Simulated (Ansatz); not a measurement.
The relaxed structure here is a generated cell of Ge: the first start was made by placing the elements on the sites of a structure type, and the end was not matched to a known phase here, so it may be hypothetical. Known forms of Ge include space group No. 227.

A relaxed cell of Ge (Pm-3n (No. 223)), relaxed on a k-mesh at least as fine as the one used below. These are PBEsol (plane waves to 420 eV, PAW, scalar-relativistic; Ansatz, a quantum-chemistry and plane-wave program) values and carry that method's errors. Γ-centred k-mesh 5×5×5 on the run's cell (coarser than for final values), Fermi–Dirac smearing 0.05 eV.

```yaml
crystal:
  lattice:
    - [5.32288, 0.00000, 0.00000]
    - [0.00000, 5.32288, 0.00000]
    - [0.00000, 0.00000, 5.32288]
  atoms:
    - { symbol: Ge, position: [0.25000, 0.00000, 0.50000] }
    - { symbol: Ge, position: [0.75000, 0.00000, 0.50000] }
    - { symbol: Ge, position: [0.00000, 0.50000, 0.25000] }
    - { symbol: Ge, position: [0.00000, 0.50000, 0.75000] }
    - { symbol: Ge, position: [0.50000, 0.25000, 0.00000] }
    - { symbol: Ge, position: [0.50000, 0.75000, 0.00000] }
    - { symbol: Ge, position: [0.00000, 0.00000, 0.00000] }
    - { symbol: Ge, position: [0.50000, 0.50000, 0.50000] }
```

The atoms are displaced by (Å):

```tsv
atom	ux	uy	uz
Ge1	0.093	0.107	0.047
Ge2	-0.018	0.039	-0.130
Ge3	-0.091	0.026	-0.040
Ge4	0.069	-0.129	-0.133
Ge5	0.036	0.065	0.154
Ge6	-0.044	-0.018	0.114
Ge7	0.021	0.035	0.079
Ge8	-0.017	-0.080	-0.017
```

Problem. What forces (eV/Å) and pressure result?

Solution. 
| atom | Fx | Fy | Fz |
|---|---|---|---|
| Ge1 | -0.55 | -0.22 | 0.11 |
| Ge2 | 0.52 | -0.13 | 0.14 |
| Ge3 | 0.00 | 0.06 | -0.55 |
| Ge4 | -0.02 | 0.04 | 0.32 |
| Ge5 | 0.00 | -0.38 | -0.18 |
| Ge6 | -0.01 | 0.36 | -0.08 |
| Ge7 | 0.02 | -0.07 | -0.13 |
| Ge8 | 0.05 | 0.35 | 0.36 |

Pressure +1.2 GPa.

The undisplaced cell is probably no minimum: from this displacement the run went on to Pm-3m (No. 221), 0.14 eV/atom below it.

No spin polarisation in the result.
